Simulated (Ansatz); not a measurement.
Crystals of one structure type (bcc (W type)), relaxed and computed with PBE in the plane-wave PAW code Ansatz.

| crystal | a (Å) | B₀ by P(V) fit (GPa) | spin order and moments (μB) |
|---|---|---|---|
| V | … | … | not spin-polarised |
| Cr | 2.866 | 182 | antiferromagnetic; net 0.00 per atom; largest site about 1.1 |
| Nb | 3.309 | 168 | not spin-polarised |
| W | 3.184 | 304 | not spin-polarised |

Problem. Fill in the missing entries.

Solution. 
- V, a (Å): 2.997
- V, B₀ by P(V) fit (GPa): 182

Spin orders computed, not proven ground states: Cr, bcc (W type) antiferromagnetic. All cells were relaxed under the symmetry of their starts (and spin orders); stability against distortions was not tested throughout. Rows with no word on spin ran without spin polarisation. Spin–orbit coupling is left out wherever it is not named.

Potentials: the earlier of the program's two PAW sets.
